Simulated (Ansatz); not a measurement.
SnO:
Space group Pmn2₁ (No. 31); a = 3.292 Å, b = 5.678 Å, c = 3.706 Å, α = β = γ = 90.00°

```csv
atom,site,symmetry,x,y,z
Sn,2a,m..,0.0000,0.2359,0.5347
O,2a,m..,0.5000,0.1179,0.2153
```

Relaxed with LDA.

### Question
Give the optical modes at the zone centre with their infrared and Raman activity from DFPT, DFT-LDA in the program Ansatz with PAW potentials.

### Answer
Transverse frequencies, without the LO–TO term; a row sums one degenerate level.

```csv
ω (cm⁻¹),degeneracy,IR ((D/Å)²/amu),Raman (Å⁴/amu),activity,symmetry
100,1,0.00,21,Raman,A2
123,1,0.00,22,Raman,B2
164,1,4.76,97,IR+Raman,A1
248,1,4.96,640,IR+Raman,A1
322,1,31.10,40,IR+Raman,B1
332,1,6.05,31,IR+Raman,B2
420,1,0.00,0,silent,A2
479,1,26.56,110,IR+Raman,B2
480,1,15.65,76,IR+Raman,A1
```

### Question
How high does the top mode go among those that the LO–TO term moves?

### Answer
461 cm⁻¹ for q along x, 595 cm⁻¹ for q along y, 557 cm⁻¹ for q along z.

Space group Pmn2_1. The first step of the workflow began from a Materials Project structure, measured or hypothetical; the Crystallography Open Database copy checked does not list it. It is not the phase usual at ambient conditions (space group No. 129). Symmetry was held in the LDA relaxation; phonons on a q-mesh show no instability. A crystal of weakly bound layers computed without a dispersion correction: the cell and the soft elastic constants depend strongly on that. Scalar-relativistic: spin–orbit coupling is off unless named, which matters more the heavier the elements.

Potentials: the later of the program's two PAW sets.
